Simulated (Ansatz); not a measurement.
Ansatz (a first-principles code) input:

Ansatz 0.2 input:
```yaml
crystal:
  lattice:
    - [3.2502024264, 0.0, 0.0]
    - [-1.6251012132, 2.8147578687, 0.0]
    - [0.0, 0.0, 12.8183779197]
  atoms:
    - { symbol: W, position: [0.3333333333, 0.6666666667, 0.25] }
    - { symbol: W, position: [0.6666666667, 0.3333333333, 0.75] }
    - { symbol: Se, position: [0.3333333333, 0.6666666667, 0.6199855404] }
    - { symbol: Se, position: [0.6666666667, 0.3333333333, 0.1199855404] }
    - { symbol: Se, position: [0.6666666667, 0.3333333333, 0.3800144596] }
    - { symbol: Se, position: [0.3333333333, 0.6666666667, 0.8800144596] }
kpoints:
  mp_grid: { grid: [10, 10, 3] }
hamiltonian:
  xc: lda
  pseudopotentials: { kind: paw }
scf:
  occupations: { method: fixed }
elastic: { mode: relaxed_ion, stencil: two_point, amplitude: 0.005, f_tol: 0.0005 }
```

Output (shortened):

```
Pseudopotential: W, paw, valence charge 14
Pseudopotential: Se, paw, valence charge 16
Functional definition: SPW92
Crystal: 6 atoms, lattice volume = 117.269 Å³
Basis set: ecut = 420 eV, 2323 PW (Γ)
Bands: 56, of which v1, the nominal top of the filled ones, is band 46 counted from 1 (45 counted from 0)
Symmetry: 24 space group operations
Space group: P63/mmc (ITA 194), of the structure as read, at distance tolerance 4.9e-5 Å
k-points: 28 of 300
SCF 1 converged in 12 iterations: F = -41796.372825 eV  dr2 = 5.52e-14
relax step   1: F+E_penalty+E_count = -41796.37282527 eV  Δ(F+E_penalty+E_count) = +0.000e0 eV  max|allowed force component| = 1.076e-3 eV/Å  Δτ_max = 0.0000 Å  (12 SCF iters, accepted)
Crystal: 6 atoms, lattice volume = 117.269 Å³
SCF 2 converged in 10 iterations: F = -41796.372825 eV  dr2 = 7.30e-14
relax step   2: F+E_penalty+E_count = -41796.37282523 eV  Δ(F+E_penalty+E_count) = +4.628e-8 eV  max|allowed force component| = 1.260e-3 eV/Å  Δτ_max = 0.0001 Å  (10 SCF iters, rejected (line search))
Crystal: 6 atoms, lattice volume = 117.269 Å³
SCF 3 converged in 7 iterations: F = -41796.372825 eV  dr2 = 4.52e-14
relax step   3: F+E_penalty+E_count = -41796.37282540 eV  Δ(F+E_penalty+E_count) = -1.253e-7 eV  max|allowed force component| = 1.768e-8 eV/Å  Δτ_max = 0.0001 Å  (7 SCF iters, accepted)
Crystal: 6 atoms, lattice volume = 117.269 Å³
SCF 4 converged in 10 iterations: F = -41796.372825 eV  dr2 = 1.21e-16
Crystal: 6 atoms, lattice volume = 116.683 Å³
Basis set: ecut = 420 eV, 2307 PW (Γ)
Symmetry: 8 space group operations
k-points: 62 of 300
SCF 5 converged in 12 iterations: F = -41796.370501 eV  dr2 = 6.83e-15
relax step   1: F+E_penalty+E_count = -41796.37050142 eV  Δ(F+E_penalty+E_count) = +0.000e0 eV  max|allowed force component| = 5.623e-2 eV/Å  Δτ_max = 0.0000 Å  (12 SCF iters, accepted)
Crystal: 6 atoms, lattice volume = 116.683 Å³
SCF 6 converged in 10 iterations: F = -41796.370913 eV  dr2 = 1.13e-14
relax step   2: F+E_penalty+E_count = -41796.37091281 eV  Δ(F+E_penalty+E_count) = -4.114e-4 eV  max|allowed force component| = 8.371e-3 eV/Å  Δτ_max = 0.0045 Å  (10 SCF iters, accepted)
Crystal: 6 atoms, lattice volume = 116.683 Å³
SCF 7 converged in 9 iterations: F = -41796.370913 eV  dr2 = 5.62e-14
relax step   3: F+E_penalty+E_count = -41796.37091278 eV  Δ(F+E_penalty+E_count) = +2.851e-8 eV  max|allowed force component| = 1.060e-3 eV/Å  Δτ_max = 0.0042 Å  (9 SCF iters, rejected (line search))
Crystal: 6 atoms, lattice volume = 116.683 Å³
SCF 8 converged in 9 iterations: F = -41796.370918 eV  dr2 = 5.03e-14
relax step   4: F+E_penalty+E_count = -41796.37091773 eV  Δ(F+E_penalty+E_count) = -4.924e-6 eV  max|allowed force component| = 1.238e-4 eV/Å  Δτ_max = 0.0013 Å  (9 SCF iters, accepted)
Crystal: 6 atoms, lattice volume = 116.683 Å³
SCF 9 converged in 2 iterations: F = -41796.370918 eV  dr2 = 2.14e-14
Crystal: 6 atoms, lattice volume = 117.856 Å³
Basis set: ecut = 420 eV, 2339 PW (Γ)
SCF 10 converged in 12 iterations: F = -41796.370473 eV  dr2 = 1.29e-14
relax step   1: F+E_penalty+E_count = -41796.37047270 eV  Δ(F+E_penalty+E_count) = +0.000e0 eV  max|allowed force component| = 5.514e-2 eV/Å  Δτ_max = 0.0000 Å  (12 SCF iters, accepted)
Crystal: 6 atoms, lattice volume = 117.856 Å³
SCF 11 converged in 10 iterations: F = -41796.370881 eV  dr2 = 1.10e-14
relax step   2: F+E_penalty+E_count = -41796.37088062 eV  Δ(F+E_penalty+E_count) = -4.079e-4 eV  max|allowed force component| = 1.682e-3 eV/Å  Δτ_max = 0.0039 Å  (10 SCF iters, accepted)
Crystal: 6 atoms, lattice volume = 117.856 Å³
SCF 12 converged in 8 iterations: F = -41796.370881 eV  dr2 = 3.55e-14
relax step   3: F+E_penalty+E_count = -41796.37088113 eV  Δ(F+E_penalty+E_count) = -5.102e-7 eV  max|allowed force component| = 1.365e-5 eV/Å  Δτ_max = 0.0005 Å  (8 SCF iters, accepted)
Crystal: 6 atoms, lattice volume = 117.856 Å³
SCF 13 converged in 2 iterations: F = -41796.370881 eV  dr2 = 1.64e-14
Crystal: 6 atoms, lattice volume = 116.683 Å³
SCF 14 converged in 12 iterations: F = -41796.370085 eV  dr2 = 5.51e-14
relax step   1: F+E_penalty+E_count = -41796.37008452 eV  Δ(F+E_penalty+E_count) = +0.000e0 eV  max|allowed force component| = 1.454e-1 eV/Å  Δτ_max = 0.0000 Å  (12 SCF iters, accepted)
Crystal: 6 atoms, lattice volume = 116.683 Å³
SCF 15 converged in 10 iterations: F = -41796.372329 eV  dr2 = 5.22e-14
relax step   2: F+E_penalty+E_count = -41796.37232889 eV  Δ(F+E_penalty+E_count) = -2.244e-3 eV  max|allowed force component| = 2.131e-3 eV/Å  Δτ_max = 0.0079 Å  (10 SCF iters, accepted)
Crystal: 6 atoms, lattice volume = 116.683 Å³
SCF 16 converged in 7 iterations: F = -41796.372329 eV  dr2 = 7.24e-14
relax step   3: F+E_penalty+E_count = -41796.37232938 eV  Δ(F+E_penalty+E_count) = -4.886e-7 eV  max|allowed force component| = 2.020e-5 eV/Å  Δτ_max = 0.0001 Å  (7 SCF iters, accepted)
Crystal: 6 atoms, lattice volume = 116.683 Å³
SCF 17 converged in 2 iterations: F = -41796.372329 eV  dr2 = 3.72e-14
Crystal: 6 atoms, lattice volume = 117.856 Å³
Basis set: ecut = 420 eV, 2347 PW (Γ)
SCF 18 converged in 12 iterations: F = -41796.370125 eV  dr2 = 5.92e-14
relax step   1: F+E_penalty+E_count = -41796.37012498 eV  Δ(F+E_penalty+E_count) = +0.000e0 eV  max|allowed force component| = 1.425e-1 eV/Å  Δτ_max = 0.0000 Å  (12 SCF iters, accepted)
Crystal: 6 atoms, lattice volume = 117.856 Å³
SCF 19 converged in 10 iterations: F = -41796.372360 eV  dr2 = 5.46e-14
relax step   2: F+E_penalty+E_count = -41796.37235978 eV  Δ(F+E_penalty+E_count) = -2.235e-3 eV  max|allowed force component| = 2.776e-3 eV/Å  Δτ_max = 0.0077 Å  (10 SCF iters, accepted)
Crystal: 6 atoms, lattice volume = 117.856 Å³
SCF 20 converged in 8 iterations: F = -41796.372361 eV  dr2 = 1.09e-14
relax step   3: F+E_penalty+E_count = -41796.37236062 eV  Δ(F+E_penalty+E_count) = -8.372e-7 eV  max|allowed force component| = 2.737e-5 eV/Å  Δτ_max = 0.0002 Å  (8 SCF iters, accepted)
Crystal: 6 atoms, lattice volume = 117.856 Å³
SCF 21 converged in 2 iterations: F = -41796.372361 eV  dr2 = 4.63e-15
Crystal: 6 atoms, lattice volume = 117.269 Å³
Basis set: ecut = 420 eV, 2315 PW (Γ)
Symmetry: 4 space group operations
k-points: 86 of 300
SCF 22 converged in 13 iterations: F = -41796.371508 eV  dr2 = 6.36e-15
relax step   1: F+E_penalty+E_count = -41796.37150768 eV  Δ(F+E_penalty+E_count) = +0.000e0 eV  max|allowed force component| = 7.181e-2 eV/Å  Δτ_max = 0.0000 Å  (13 SCF iters, accepted)
Crystal: 6 atoms, lattice volume = 117.269 Å³
SCF 23 converged in 10 iterations: F = -41796.372547 eV  dr2 = 3.60e-14
relax step   2: F+E_penalty+E_count = -41796.37254709 eV  Δ(F+E_penalty+E_count) = -1.039e-3 eV  max|allowed force component| = 1.980e-2 eV/Å  Δτ_max = 0.0060 Å  (10 SCF iters, accepted)
Crystal: 6 atoms, lattice volume = 117.269 Å³
SCF 24 converged in 10 iterations: F = -41796.372630 eV  dr2 = 5.94e-15
relax step   3: F+E_penalty+E_count = -41796.37262999 eV  Δ(F+E_penalty+E_count) = -8.290e-5 eV  max|allowed force component| = 2.552e-4 eV/Å  Δτ_max = 0.0023 Å  (10 SCF iters, accepted)
Crystal: 6 atoms, lattice volume = 117.269 Å³
SCF 25 converged in 2 iterations: F = -41796.372630 eV  dr2 = 2.53e-15
Crystal: 6 atoms, lattice volume = 117.269 Å³
SCF 26 converged in 12 iterations: F = -41796.371508 eV  dr2 = 2.72e-14
relax step   1: F+E_penalty+E_count = -41796.37150768 eV  Δ(F+E_penalty+E_count) = +0.000e0 eV  max|allowed force component| = 7.181e-2 eV/Å  Δτ_max = 0.0000 Å  (12 SCF iters, accepted)
Crystal: 6 atoms, lattice volume = 117.269 Å³
SCF 27 converged in 11 iterations: F = -41796.372621 eV  dr2 = 2.47e-14
relax step   2: F+E_penalty+E_count = -41796.37262144 eV  Δ(F+E_penalty+E_count) = -1.114e-3 eV  max|allowed force component| = 2.778e-3 eV/Å  Δτ_max = 0.0096 Å  (11 SCF iters, accepted)
Crystal: 6 atoms, lattice volume = 117.269 Å³
SCF 28 converged in 11 iterations: F = -41796.372630 eV  dr2 = 1.48e-14
relax step   3: F+E_penalty+E_count = -41796.37262951 eV  Δ(F+E_penalty+E_count) = -8.077e-6 eV  max|allowed force component| = 1.430e-3 eV/Å  Δτ_max = 0.0021 Å  (11 SCF iters, accepted)
Crystal: 6 atoms, lattice volume = 117.269 Å³
SCF 29 converged in 9 iterations: F = -41796.372630 eV  dr2 = 3.05e-14
relax step   4: F+E_penalty+E_count = -41796.37263003 eV  Δ(F+E_penalty+E_count) = -5.116e-7 eV  max|allowed force component| = 8.529e-5 eV/Å  Δτ_max = 0.0005 Å  (9 SCF iters, accepted)
Crystal: 6 atoms, lattice volume = 117.269 Å³
SCF 30 converged in 2 iterations: F = -41796.372630 eV  dr2 = 1.54e-14
SCF converged after 10 iterations
Stability not checked: this state was not tested for a lower state beside it, because too few of the mixer's solves of this state at the end of the SCF gave a …
Free energy (F): -41796.372825 eV
Harris-Foulkes:  -41796.372825 eV  (|F-HF|=0.00e0)
Internal energy: -41796.372825 eV  (E = F + TS)
E sigma→0 (E₀):  -41796.372825 eV
Fermi energy:    13.279890 eV
--- Per-component energies (eV) ---
  E_band       = -1661.687618
  E_kinetic    = 1386.911774
  E_local      = -11207.489060  (includes V_loc(G=0)·N_el)
  E_nonlocal   = -2341.505839
  E_hartree    = 5393.360845
  E_xc         = -949.046403
  E_vxc        = -877.805770  (∫ρ·V_xc dr)
  E_paw        = -23928.357316  (= ΣΔE_a)
  E_vpaw       = 591.482185  (= ΣTr[D̂ρ^β])
  E_aug_tail   = -0.002599  (compensation charges beyond the density's cutoff)
  E_ewald      = -10159.679983
  E_core_change = 9.435755  (= ΣΔE_core)
  E_smearing   =  0.000000  (= −TS)
  E_closure    = 0.000000  (closes the sum)
  Σ components = -41796.372825   (vs F -41796.372825, Δ=0.00e0)
--- Forces (eV/Å), atoms counted from 1 ---
  atom   1  W      0.00000000     0.00000000     0.00000000
  atom   2  W      0.00000000     0.00000000     0.00000000
  atom   3  Se     0.00000000     0.00000000     0.00000007
  atom   4  Se     0.00000000     0.00000000     0.00000007
  atom   5  Se     0.00000000     0.00000000    -0.00000007
  atom   6  Se     0.00000000     0.00000000    -0.00000007
  max |Σ_I F_I| component: 4.63e-18 eV/Å
--- Stress (GPa, compression-positive) ---
       -0.014594       0.000000       0.000000
        0.000000      -0.014594       0.000000
        0.000000       0.000000      -0.003330
  P = ⅓ Tr σ = -0.0108 GPa (-0.108 kbar)
--- Band table (eV; the first three rows and the last of 28) ---
  k-point 0: bands = ["-60.9047", "-60.9047", "-34.7236", "-34.7236", "-34.7235", "-34.7235", "-34.7229", "-34.7229", "-34.7228", "-34.7228", "-34.6964", "-34.6964", "-34.6961", "-34.6961", "-34.6952", "-34.6952", "-34.6948", "-34.6948", "-34.6854", …
  k-point 1: bands = ["-60.9047", "-60.9047", "-34.7236", "-34.7236", "-34.7236", "-34.7236", "-34.7229", "-34.7229", "-34.7229", "-34.7229", "-34.6964", "-34.6964", "-34.6962", "-34.6962", "-34.6951", "-34.6951", "-34.6949", "-34.6949", "-34.6853", …
  k-point 2: bands = ["-60.9035", "-60.9035", "-34.7235", "-34.7234", "-34.7231", "-34.7230", "-34.7230", "-34.7230", "-34.7224", "-34.7224", "-34.6965", "-34.6965", "-34.6962", "-34.6962", "-34.6955", "-34.6952", "-34.6951", "-34.6949", "-34.6851", …
  k-point 27: bands = ["-60.8908", "-60.8908", "-34.7219", "-34.7219", "-34.7206", "-34.7206", "-34.7196", "-34.7196", "-34.7196", "-34.7196", "-34.6986", "-34.6983", "-34.6975", "-34.6974", "-34.6964", "-34.6962", "-34.6962", "-34.6962", "-34.6827", …
--- Elastic constants: 3 strain directions × 2 members + reference (group order 24) ---
  dense FFT box of the reference and of every strained cell: 24×24×90
  strains applied: 11, 33, 23; error gains …
  reference relaxed by the batch: 3 steps …
  largest displacement 5.8e-5 Å; the constants are those of the deck's cell at these positions:
  atoms:
    - { symbol: W, position: [0.3333333333333333, 0.6666666666666666, 0.25] }
    - { symbol: W, position: [0.6666666666666665, 0.3333333333333333, 0.7500000000000001] }
    - { symbol: Se, position: [0.3333333333333333, 0.6666666666666666, 0.619981001354784] }
    - { symbol: Se, position: [0.6666666666666665, 0.3333333333333333, 0.11998100135478393] }
    - { symbol: Se, position: [0.6666666666666665, 0.3333333333333333, 0.38001899864521616] }
    - { symbol: Se, position: [0.3333333333333333, 0.6666666666666666, 0.8800189986452162] }
  C = ∂σ_k/∂η_j (tension-positive GPa; Voigt order 11 22 33 23 13 12):
       210.629     40.404     12.251      0.000      0.000      0.000
        40.404    210.629     12.251      0.000      0.000      0.000
        12.249     12.249     51.798      0.000      0.000      0.000
         0.000      0.000      0.000     20.866      0.000      0.000
         0.000      0.000      0.000      0.000     20.866      0.000
         0.000      0.000      0.000      0.000      0.000     85.113
  reference stress σ⁰ (GPa):      0.015      0.015      0.003      0.000      0.000      0.000
  moduli (Voigt/Reuss/Hill, GPa): K = 66.99/41.56/54.27   G = 52.58/33.12/42.85   E = 101.76   ν = 0.188
  mechanically stable: yes (min eigenvalue of sym C = 20.87 GPa)
  strain η (Voigt 11):  stress-route row diagonal C_11 = 210.63 GPa, energy-path curvature d²(F+E_count+ΔE)/dδ²/Ω₀ = 210.57 GPa
         δ    σ_11 (GPa)             F (eV)   n_scf  n_hpsi   n_pw
    -5.000e-3      -1.0612      -41796.3709177       2   24207   2341   relax 4 steps, max|allowed force component| 1.24e-4 eV/Å
     5.000e-3       1.0451      -41796.3708811       2   24266   2357   relax 3 steps, max|allowed force component| 1.37e-5 eV/Å
  strain η (Voigt 33):  stress-route row diagonal C_33 = 51.80 GPa, energy-path curvature d²(F+E_count+ΔE)/dδ²/Ω₀ = 51.72 GPa
         δ    σ_33 (GPa)             F (eV)   n_scf  n_hpsi   n_pw
    -5.000e-3      -0.2706      -41796.3723294       2   10912   2334   relax 3 steps, max|allowed force component| 2.02e-5 eV/Å
     5.000e-3       0.2473      -41796.3723606       2   10925   2353   relax 3 steps, max|allowed force component| 2.74e-5 eV/Å
  strain η (Voigt 23):  stress-route row diagonal C_44 = 20.87 GPa, energy-path curvature d²(F+E_count+ΔE)/dδ²/Ω₀ = 20.88 GPa
         δ    σ_23 (GPa)             F (eV)   n_scf  n_hpsi   n_pw
    -5.000e-3      -0.1043      -41796.3726300       2   33627   2350   relax 3 steps, max|allowed force component| 2.55e-4 eV/Å
     5.000e-3       0.1043      -41796.3726300       2   33604   2350   relax 4 steps, max|allowed force component| 8.53e-5 eV/Å
```

Cost: roughly 10 core-minutes on shared cores.

Space group P6_3/mmc. The LDA relaxation kept the symmetry of its start; phonons on a q-mesh show no instability. The run is not spin-polarised. A crystal of weakly bound layers computed without a dispersion correction: the cell and the soft elastic constants depend strongly on that. Spin–orbit coupling is left out wherever it is not named.

Potentials: the later of the program's two PAW sets.

Ansatz is a plane-wave DFT program.
